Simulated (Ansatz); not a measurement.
An Ansatz input:

```yaml
crystal:
  lattice:
    - [5.8062553976, 0.0, 0.0]
    - [-2.9031276988, 5.0283646751, 0.0]
    - [0.0, 0.0, 3.5182963769]
  atoms:
    - { symbol: La, position: [0.0, 0.0, 0.0] }
    - { symbol: La, position: [0.3333333333, 0.6666666667, 0.5] }
    - { symbol: La, position: [0.6666666667, 0.3333333333, 0.5] }
hamiltonian:
  xc: pbesol
  pseudopotentials:
    kind: paw
    azcp:
      La: "pseudopotentials/La.paw.azcp"
basis:
  ecutwfc: 420
  fft_grid_basis: typed
kpoints:
  mp_grid: { grid: [8, 8, 12], shift: [0, 0, 0] }
magnetization:
  spin_polarized: false
scf:
  occupations: { method: fermi_dirac, width: 0.1 }
```

Terminal output

```
Warning: the record states the generating functional pbe (its physics header spells it `PBE`), which answers neither for hamiltonian.xc's functional nor for the pbesol family's — results may be inconsistent (PPs are generated against a specific XC)
Engine: ansatz 0.2.0, aarch64-unknown-linux-gnu
Pseudopotentials: kind: paw
Pseudopotential: La, paw, valence charge 11, recommended cutoff 420 eV (normal) 
Functional definition: PBEsol
  exchange = pbesol_x
  correlation = pbesol_c
Crystal: 3 atoms, lattice volume = 102.720 Å³
Basis set: ecut = 420 eV, 2027 PW (Γ)
Bands: 21, of which v1, the nominal top of the filled ones, is band 17 counted from 1 (16 counted from 0)
Symmetry: 24 space group operations
Space group: P6/mmm (ITA 191), of the structure as read, at distance tolerance 4.7e-5 Å
k-points: 70 of 768
Non-local potential: La, projectors of the file, l = 0: 3, l = 1: 2, l = 2: 2, l = 3: 3
PAW form: soft (Blöchl's): semilocal exchange-correlation on the pseudo side does not see the compensation charge
PAW frozen core: La, regenerated for the run's functional, and the local potential with it (the file was generated under x = pbe(κ = 0.804, μ = 0.2195149727645171), c = pbe(β = 0.06672455060314922))
PAW one-centre angular grid: La, 590 points (default); XC on 64 Gauss nodes
Initial density: superposition of atomic densities (neutral atoms: chi_scale 0, normalization atom), corrected by the library's trained network
Initial wavefunctions: pseudopotential atomic-orbital guess
Functional: x = pbesol(κ = 0.804, μ = 0.12345679012345678), c = pbesol(β = 0.046)
SCF iter   1: F=—  HF=-18483.808054 eV  |F-HF|=—  |Δ(HF+E_count)|=         —  Δρ=3.77e-3  dr2=1.85e-2  ethr=1.77e-3  ⟨swp⟩=5.9  Hψ=7503  notcnv=0
SCF iter   2: F=—  HF=-18483.805336 eV  |F-HF|=—  |Δ(HF+E_count)|=   2.72e-3  Δρ=2.11e-3  dr2=3.89e-3  ethr=5.62e-5  ⟨swp⟩=2.6  Hψ=3402  notcnv=0
SCF iter   3: F=—  HF=-18483.805795 eV  |F-HF|=—  |Δ(HF+E_count)|=   4.59e-4  Δρ=4.82e-4  dr2=2.23e-4  ethr=1.18e-5  ⟨swp⟩=2.0  Hψ=1872  notcnv=0
SCF iter   4: F=—  HF=-18483.805824 eV  |F-HF|=—  |Δ(HF+E_count)|=   2.95e-5  Δρ=7.86e-5  dr2=5.31e-6  ethr=6.77e-7  ⟨swp⟩=2.0  Hψ=1873  notcnv=0
SCF iter   5: F=—  HF=-18483.805825 eV  |F-HF|=—  |Δ(HF+E_count)|=   6.18e-7  Δρ=1.67e-5  dr2=2.36e-7  ethr=1.61e-8  ⟨swp⟩=2.6  Hψ=2395  notcnv=0
SCF iter   6: F=-18483.805825 eV  HF=-18483.805825 eV  |F-HF|=8.55e-10  |Δ(HF+E_count)|=   6.01e-8  Δρ=2.30e-6  dr2=5.04e-9  ethr=3.03e-10  ⟨swp⟩=2.4  Hψ=3041  notcnv=0
SCF 1 converged in 6 iterations: F = -18483.805825 eV  dr2 = 5.04e-9
SCF converged after 6 iterations
Free energy (F): -18483.805825 eV
Harris-Foulkes:  -18483.805825 eV  (|F-HF|=8.55e-10)
Internal energy: -18483.664455 eV  (E = F + TS)
E sigma→0 (E₀):  -18483.735140 eV
Entropy (-TS):   -0.141370 eV (-47.123 meV/atom)
Fermi energy:    11.917521 eV
--- Per-component energies (eV) ---
  E_band       = -102.367184
  E_kinetic    = 582.998140
  E_local      = -930.373969  (includes V_loc(G=0)·N_el)
  E_nonlocal   = 289.174356
  E_hartree    = 296.207295
  E_xc         = -416.457207
  E_vxc        = -443.684864  (∫ρ·V_xc dr)
  E_paw        = -15984.785068  (= ΣΔE_a)
  E_vpaw       = -192.894687  (= ΣTr[D̂ρ^β])
  E_aug_tail   = -0.000000  (compensation charges beyond the density's cutoff)
  E_ewald      = -2320.936529
  E_core_change = 0.508528  (= ΣΔE_core)
  E_smearing   = -0.141370  (= −TS)
  E_closure    = 0.000000  (closes the sum)
  Σ components = -18483.805825   (vs F -18483.805825, Δ=0.00e0)
```
